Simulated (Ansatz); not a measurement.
## Moving the functional in InSb3

Space group Fm-3m (No. 225). a = 7.589 Å, b = 7.589 Å, c = 7.589 Å, α = 90.00°, β = 90.00°, γ = 90.00°
```tsv
atom	site	symmetry	x	y	z
Sb	4b	m-3m	0.5000	0.0000	0.0000
Sb	8c	-43m	0.2500	0.2500	0.7500
In	4a	m-3m	0.0000	0.0000	0.0000
```

The cell comes from a database or a generator and needn't be the stable form of this composition.

Kept alike: task band structure; k mesh 6 × 6 × 6; occupations fermi-dirac, width 0.05 eV; no spin polarisation. Program: Ansatz, all-electron LAPW, scalar-relativistic. The mesh is that of the run's cell of 4 atoms. No spin-orbit coupling.

```csv
functional,pressure (GPa)
LDA,-4.22
PBE,-0.17
PBEsol,-3.08
```

Pressure is positive in compression. For a metal such a mesh leaves the last digits unconverged.

**Question.** What does the functional change here?

**Answer.** The pressure runs from -4.22 (LDA) to -0.17 GPa (PBE). From PBE: LDA -4.05; PBEsol -2.91.
